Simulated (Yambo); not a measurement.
G0W0@PBEsol for KHgF₃ (space group Cmmm, No. 65, within 0.06 Å of Pm-3m) in Yambo. Reference settings: 2×2×2 Γ-centred k mesh, bands 9 to 284 and a 7 Ry block in the screening, 284 bands in G with the Bruneval-Gonze terminator, plasmon pole fitted at 27.2 eV. The PBEsol gap (-0.5, -0.5, -0.5) → Γ on this mesh is 0.30 eV; G0W0 gaps are taken between the same points.

With and without the terminator, as bands are cut:

```
bands in G (in W)  gap, terminator (eV)  gap, none (eV)  valence shift, terminator (eV)  valence shift, none (eV)
-----------------  --------------------  --------------  ------------------------------  ------------------------
120 (284)                         2.255           1.944                          -0.949                    -0.235
190 (284)                         2.223           1.988                          -0.962                    -0.521
284 (284)                         2.205           2.046                          -0.958                    -0.694
```

Over this range the gap spans 0.050 eV with the terminator and 0.102 eV without, the valence shift 0.013 eV and 0.459 eV. Neither column has reached its limit for certain.

Spin-orbit coupling is included.

Geometry of the Materials Project entry, not relaxed at this level; primitive cell a = b = 4.533 Å, c = 4.524 Å, α = β = 90.00°, γ = 90.11°.

A shift is the quasiparticle energy of the state minus its PBEsol energy.
